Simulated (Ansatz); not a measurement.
Data:

Ag:
```
CELL_PARAMETERS angstrom
      2.89275     0.00000     0.00000
     -1.44637     2.50519     0.00000
      0.00000     0.00000     9.41491
ATOMIC_POSITIONS crystal
  Ag 0.00000 0.00000 0.00000
  Ag 0.00000 0.00000 0.50000
  Ag 0.33333 0.66667 0.25000
  Ag 0.66667 0.33333 0.75000
```

This is the r²SCAN+D4-relaxed structure. Tensor components refer to the Cartesian frame of this cell.

All from DFT-r²SCAN+D4 in the program Ansatz with PAW potentials, unless another level is named. Give the Young's modulus.

82.2 GPa.

Give the elastic constants (relaxed ions, GPa).

C11 = 146, C12 = 98.1, C13 = 79.1, C33 = 175, C44 = 30.1.

Space group P6_3/mmc (dhcp (α-La type)). The first step of the workflow began from a Materials Project structure, measured or hypothetical; the Crystallography Open Database files this formula in space group No. 194, but the cells were not matched. It is not the phase usual at ambient conditions (space group No. 225). The r²SCAN+D4 relaxation kept the symmetry of its start; its stability against distortions is not shown here. No spin polarisation was allowed. The pairwise dispersion correction was not fitted to metals. As this level gives no gap, shear constants depend on the k-mesh and smearing (Fermi–Dirac, 0.1 eV here). On the denser mesh and wider smearing of the elastic run this cell carries a stress of 0.4 GPa.

Potentials: the later of the program's two PAW sets.
